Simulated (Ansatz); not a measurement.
BRh (CsCl type, Pm-3m) under volume change, the program Ansatz at the PBE level (PAW), scaled uniformly.

```
V (Å³/atom)  E − E(relaxed) (meV/atom)  P (GPa)
-----------  -------------------------  -------
9.008                             88.2    34.65
9.305                             36.9    21.09
9.602                              8.7     9.65
9.899                              0.0     0.01
10.196                             7.7    -8.09
10.493                            29.2   -14.92
10.790                            62.3   -20.67
```

Problem. What does a third-order Birch–Murnaghan fit give for V₀, B₀ and B′?

Solution. V₀ = 9.90 Å³/atom, B₀ = 294 GPa, B′ = 4.7.

The cell is a constructed one: a structure type filled with these elements; neither database checked (COD, Materials Project) lists it. Its standing as an ambient phase is unchecked. Symmetry was held in the PBE relaxation; whether a distortion lowers the energy is not shown. No spin polarisation was allowed.

Potentials: the earlier of the program's two PAW sets.
